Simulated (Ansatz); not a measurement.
All numbers below come from Ansatz 0.2.0, DFT PBE, scalar-relativistic, plane waves, PAW. All cells share a 420 eV cutoff and Γ-centred k meshes spaced at most about 0.3 Å⁻¹ (about 0.25 or finer for metals, 2π included). No spin polarisation in the final relaxations.

Temperature and zero-point effects are left out.

Compare these two cells of Ga2GeSe2, each relaxed at this level.

A.

```
Ga Ge Se
1.0
     4.84657    0.00000    0.00000
     0.00000    5.30914    0.00000
     0.00000    0.00000    5.60633
Ga Ge Se
2 1 2
Direct
  0.50000 0.24953 0.50000
  0.50000 0.75047 0.50000
  0.50000 0.00000 0.00000
  0.00000 0.00000 0.25225
  0.00000 0.00000 0.74775
```

B.

```
Ga Ge Se
1.0
     4.08989    0.00000    0.00000
    -2.04494    3.54195    0.00000
     0.00000    0.00000    8.85081
Ga Ge Se
2 1 2
Direct
  0.33333 0.66667 0.06027
  0.66667 0.33333 0.93973
  0.00000 0.00000 0.50000
  0.33333 0.66667 0.33075
  0.66667 0.33333 0.66925
```

Task: Which is lower in energy, and by how much?

Result: B is lower, by 0.37 eV/atom. A has space group Pmmm (No. 47), 28.9 Å³/atom and no gap on its mesh; B has space group P-3m1 (No. 164), 25.6 Å³/atom and no gap. Counting Ge or Se atoms around Ga (for each partner element, those within 1.25 times its shortest distance or 1.15 times the sum of covalent radii, where it is the nearest in units of that sum or under 1.3; the shortest distance is added where it exceeds 1.18 times the sum of covalent radii), A has Ga 6 from 3.1 Å and B has Ga 1. The denser one is the lower, and pressure would at first widen the difference. In A, Ga has 2 Ga at 2.65–2.66 Å, 4 Se at 3.09 Å and 2 Ge at 3.10 Å; Ge has 4 Se at 2.81 Å and 4 Ga at 3.10 Å; around Se lie 2 Se at 2.78–2.83 Å, 2 Ge at 2.81 Å and 4 Ga at 3.09 Å. In B, Ga is surrounded by 1 Se at 2.39 Å and 3 Ga at 2.59 Å; Ge is surrounded by 6 Se at 2.80 Å; Se is surrounded by 1 Ga at 2.39 Å and 3 Ge at 2.80 Å. Both come from invented guesses. A third cell relaxed alike, in P-3m1, lies 21 meV/atom below the lower of the two.

Cells relaxed within their symmetry can be saddle points.
